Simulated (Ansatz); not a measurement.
Si3P4 in space group I-43d (No. 220; Si on 12a, P on 16c), PBE in the plane-wave PAW code Ansatz, all energies at zero smearing, with the estimated change up to a 700 eV cutoff added, with one set of potentials and settings (totals compare only within such a set). Cell of 14 atoms (6 Si, 8 P): -9859.723 eV.

```
element             reference phase  E (eV/atom)
-------  --------------------------  -----------
Si       Fd-3m, 2 atoms in the cell    -635.8096
P         Cmce, 4 atoms in the cell    -755.6743
```

Formation energy per atom, worked out: (-9859.723 − 6×(-635.8096) − 8×(-755.6743))/14 = 0.038 eV/atom (4 kJ per mol of atoms), at 0 K, without zero-point energy or fitted corrections.

A made-up cell: these elements were put on the sites of a structure type; neither database checked (COD, Materials Project) lists it. Its standing as an ambient phase is unchecked. The cell was relaxed with PBE under the symmetry of its start; its stability against distortions is not shown here. The references are the lowest solids computed at this level, not always the standard phases.

Potentials: the later of the program's two PAW sets.
